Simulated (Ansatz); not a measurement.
Zr$_{3}$N$_{4}$:
Space group I-43d (No. 220); a = b = c = 6.7026 Å, α = β = γ = 90.00°

```csv
atom,site,symmetry,x,y,z
Zr,12a,-4..,0.0000,0.2500,0.3750
N,16c,.3.,0.0709,0.0709,0.0709
```
(The calculation used a cell of 14 atoms; values per cell refer to that cell.)

Relaxed with PBEsol.

Q: Tabulate the valence density and the electron localisation function along the shortest Zr–Zr contact (3.13 Å), plane-wave PAW PBEsol (Ansatz code).

A: 

```tsv
distance from Zr (Å)	density (e/Å³)	ELF
0.31	4.04	0.47
0.47	3.93	0.75
0.63	2.83	0.80
0.78	1.56	0.70
0.94	0.72	0.40
1.10	0.34	0.14
1.25	0.21	0.08
1.41	0.17	0.09
1.57	0.17	0.11
1.72	0.18	0.10
1.88	0.22	0.09
2.04	0.35	0.15
2.19	0.73	0.41
2.35	1.57	0.71
2.51	2.85	0.81
2.66	3.96	0.76
2.82	4.05	0.47
```

The density is the valence pseudo-density with augmentation charge, so density and ELF within about 1 Å of a nucleus are not all-electron values.

The PBEsol relaxation kept the symmetry of its start. The run is not spin-polarised.

Potentials: the later of the program's two PAW sets.
